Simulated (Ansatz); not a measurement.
Ti5Ge4:
```
CELL_PARAMETERS angstrom
      6.68918     0.00000     0.00000
      0.00000    12.85796     0.00000
      0.00000     0.00000     6.78416
ATOMIC_POSITIONS crystal
  Ti 0.82618 0.75000 0.49545
  Ti 0.17382 0.25000 0.50455
  Ti 0.67382 0.25000 0.99545
  Ti 0.32618 0.75000 0.00455
  Ti 0.64850 0.62597 0.16578
  Ti 0.35150 0.37403 0.83422
  Ti 0.85150 0.37403 0.66578
  Ti 0.14850 0.62597 0.33422
  Ti 0.14850 0.87403 0.33422
  Ti 0.85150 0.12597 0.66578
  Ti 0.35150 0.12597 0.83422
  Ti 0.64850 0.87403 0.16578
  Ti 0.48506 0.59355 0.67802
  Ti 0.51494 0.40645 0.32198
  Ti 0.01494 0.40645 0.17802
  Ti 0.98506 0.59355 0.82198
  Ti 0.98506 0.90645 0.82198
  Ti 0.01494 0.09355 0.17802
  Ti 0.51494 0.09355 0.32198
  Ti 0.48506 0.90645 0.67802
  Ge 0.68107 0.75000 0.84704
  Ge 0.31893 0.25000 0.15296
  Ge 0.81893 0.25000 0.34704
  Ge 0.18107 0.75000 0.65296
  Ge 0.45337 0.75000 0.38955
  Ge 0.54663 0.25000 0.61045
  Ge 0.04663 0.25000 0.88955
  Ge 0.95337 0.75000 0.11045
  Ge 0.69334 0.46008 0.96335
  Ge 0.30666 0.53992 0.03665
  Ge 0.80666 0.53992 0.46335
  Ge 0.19334 0.46008 0.53665
  Ge 0.19334 0.03992 0.53665
  Ge 0.80666 0.96008 0.46335
  Ge 0.30666 0.96008 0.03665
  Ge 0.69334 0.03992 0.96335
```

Relaxed with PBE. Special points in fractions of this cell's reciprocal vectors: Γ (0.000, 0.000, 0.000); X (0.500, 0.000, 0.000); S (0.500, 0.500, 0.000); Y (0.000, 0.500, 0.000); Z (0.000, 0.000, 0.500); U (0.500, 0.000, 0.500); R (0.500, 0.500, 0.500); T (0.000, 0.500, 0.500).

### Question
List the band energies nearest the Fermi level at these points for the program Ansatz at the PBE level (PAW).

### Answer
In eV from the Fermi level; about four levels below and three above (degenerate sets whole), none deeper than 8.9 eV; points with the same levels are listed once.

| k | below | above |
|---|---|---|
| Γ | -0.34 -0.34 -0.17 -0.17 | 0.02 0.07 0.13 |
| X | -0.25 -0.25 -0.03 -0.03 | 0.02 0.02 0.07 0.07 |
| S | -0.30 -0.30 -0.30 -0.30 | 0.12 0.12 0.12 0.12 |
| Y | -0.38 -0.38 -0.18 -0.18 | 0.04 0.04 0.14 0.14 |
| Z | -0.10 -0.10 -0.08 -0.08 | 0.10 0.10 0.48 0.48 |
| U | -0.27 -0.27 -0.06 -0.06 | 0.15 0.15 0.72 0.72 |
| R | -0.48 -0.48 -0.48 -0.48 | 0.13 0.13 0.13 0.13 |
| T | -0.20 -0.20 -0.03 -0.03 | 0.03 0.03 0.67 0.67 |

Space group Pnma. The workflow started from a Materials Project entry (that database holds measured and hypothetical structures alike); the Crystallography Open Database copy checked does not list it. Its standing as an ambient phase is unchecked. Symmetry was held in the PBE relaxation; whether a distortion lowers the energy is not shown. No spin polarisation was allowed. Spin–orbit coupling is left out wherever it is not named.

Potentials: the later of the program's two PAW sets.
